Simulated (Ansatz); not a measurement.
A distorted cell of KI (rock salt):

```
CELL_PARAMETERS angstrom
      0.00000     3.59063     3.59063
      3.59063     0.00000     3.59063
      3.59063     3.59063     0.00000
ATOMIC_POSITIONS crystal
  I  0.00000 0.00000 0.00000
  K  0.46992 0.53008 0.53008
```

These are PBE (plane waves to 420 eV, PAW, scalar-relativistic; Ansatz, an electronic-structure program) values and carry that method's errors. k mesh 7×7×7 (Γ-centred), Fermi-Dirac smearing 0.05 eV. Energies are smeared free energies. Compression counts positive. KI was relaxed with its symmetry unable to fall. Spin-orbit coupling is left out, though I is heavy. The relaxed volume of KI is well above the measured one; the method has no dispersion term.

### Question
Predict the force on every atom, in eV/Å.

### Answer
```json
[
 {"atom": "I1", "Fx": "0.209", "Fy": "0.000", "Fz": "0.000"},
 {"atom": "K2", "Fx": "-0.209", "Fy": "0.000", "Fz": "0.000"}
]
```

### Question
Give the stress tensor in GPa and the pressure.

### Answer
```
   0.55     0.00     0.00
   0.00    -0.03     0.00
   0.00     0.00    -0.03
```
The pressure, a third of the trace, is 0.16 GPa.

### Question
In it atom 2 sits (0.216, 0.000, 0.000) Å away from its relaxed site. What is its energy relative to the relaxed cell?

### Answer
21.2 meV/cell.

(A displaced cell: forces are minus the slopes of the energy, force constants its curvatures, and phonons follow from these.)
